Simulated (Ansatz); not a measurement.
Nb4AlC3: computed property card

Nb4AlC3:
```xyz
16
Lattice="3.1422 0.0000 0.0000 -1.5711 2.7212 0.0000 0.0000 0.0000 24.2774" Properties=species:S:1:pos:R:3 pbc="T T T"
Al     0.0000     1.8141     6.0694
Al     1.5711     0.9071    18.2081
Nb     0.0000     0.0000    20.4662
Nb     0.0000     0.0000     3.8112
Nb     0.0000     0.0000     8.3275
Nb     0.0000     0.0000    15.9499
Nb     1.5711     0.9071    22.9384
Nb     0.0000     1.8141     1.3390
Nb     0.0000     1.8141    10.7997
Nb     1.5711     0.9071    13.4777
C      0.0000     1.8141    21.6478
C      1.5711     0.9071     2.6297
C      1.5711     0.9071     9.5091
C      0.0000     1.8141    14.7684
C      0.0000     0.0000    12.1387
C      0.0000     0.0000     0.0000
```

Space group P6_3/mmc (No. 194); conventional cell a = b = 3.142 Å, c = 24.277 Å, α = β = 90.00°, γ = 120.00°.

Method: the program Ansatz at the r²SCAN level (PAW). Structure relaxed to zero pressure with the same functional. Other levels are named where they apply.

Cell and energy:

```
Item                                                           Value
-----------------------------------------------------  -------------
Volume per atom                                             12.97 Å³
Density                                                   6.95 g/cm³
Formation energy from the elements (no fitted shifts)  -0.65 eV/atom
```

Electronic structure:

```
Property                                                                    Result
------------------------------------  --------------------------------------------
Electronic character                                             metallic (no gap)
Density of states at the Fermi level  0.27 states/eV per atom (mean over ±0.08 eV)
Gap with spin–orbit coupling                                       none (metallic)
```

Mechanics:

```
Item                                                                                         Result
--------------------------------------------  -----------------------------------------------------
Bulk modulus (Birch–Murnaghan fit)                                                          224 GPa
Pressure derivative B′                                                                          4.5
Elastic constants (relaxed ions, GPa)         C11 = 439, C12 = 131, C13 = 133, C33 = 364, C44 = 169
Mechanical stability                                         stable (all eigenvalues of C positive)
Hill bulk and shear moduli                                                          226 and 154 GPa
Young's modulus                                                                             375 GPa
Poisson's ratio                                                                                0.22
Debye temperature from the elastic constants                                                  659 K
```

Charges:

```
Quantity                                                Result
-------------  -----------------------------------------------
Bader charges  Al -0.28, Nb +1.07 to +1.81, C -1.85 to -1.80 e
```

The workflow started from a Materials Project entry (that database holds measured and hypothetical structures alike); the Crystallography Open Database copy checked does not list it. Whether it is the stable phase at ambient conditions was not checked. The cell was relaxed with r²SCAN under the symmetry of its start; whether a distortion lowers the energy is not shown. The run is not spin-polarised. As this level gives no gap, shear constants depend on the k-mesh and smearing (Fermi–Dirac, 0.1 eV here). The references are the lowest solids computed at this level, not always the standard phases. Spin–orbit coupling is left out wherever it is not named.

Potentials: the later of the program's two PAW sets.
